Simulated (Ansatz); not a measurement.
What moves the field gradients of Si3N4?

Cell of run 1: an entry of the Crystallography Open Database (COD; perhaps a calculated or model structure).

Space group P6_3/m (No. 176); a = 7.6015, c = 2.9061 Å, γ = 120.00°.

```csv
site,Wyckoff,site symmetry,x,y,z
Si,6h,m..,0.7685,0.1746,0.2500
N7,6h,m..,0.0305,0.3303,0.2500
N13,2d,-6..,0.6667,0.3333,0.2500
```

One atom of each set is listed.

Relaxed positions (PBE, cell held):

Si (0.7680, 0.1741, 0.2500)
N7 (0.0299, 0.3299, 0.2500)
N13 (0.6667, 0.3333, 0.2500)

All runs are DFT with Ansatz 0.2.0 (plane waves and PAW, scalar-relativistic unless spin–orbit coupling is named, Γ-centred meshes, Fermi–Dirac smearing where given) in this cell.

Run 1: PBE, atoms as given; 420 eV, 4×4×10 k-points, smearing 0.02 eV.
Run 2: PBE, atoms relaxed; 420 eV, 4×4×10 k-points, smearing 0.02 eV.
Run 3: r2SCAN, at the relaxed atoms; 500 eV, 4×4×10 k-points, smearing 0.02 eV.

```csv
run,Si V_zz (η),N7 V_zz (η),N13 V_zz (η)
1,0.97 (0.43),-4.93 (0.07),-4.89 (0.00)
2,0.97 (0.43),-4.93 (0.07),-4.88 (0.00)
3,?,?,?
```

V_zz in 10²¹ V/m².

Task: Estimate the row of run 3.

Result: Si: 0.97 (0.41); N7: -4.92 (0.08); N13: -4.95 (0.00). It lies nearest to run 1, from whose tensors on these sites it differs by 0.07 at most (largest principal value of the difference, on N7). Taken one at a time, the functional (r2SCAN with its higher cutoff) moves the tensors on these sites by up to 0.07 (largest principal value of the change, on N13), the positions of the atoms (as given or relaxed) by 0.03 (N7).

The cell isn't the equilibrium one in runs 1, 2 (calculated pressure 6, 6 GPa), and the entry's cell may itself be off.
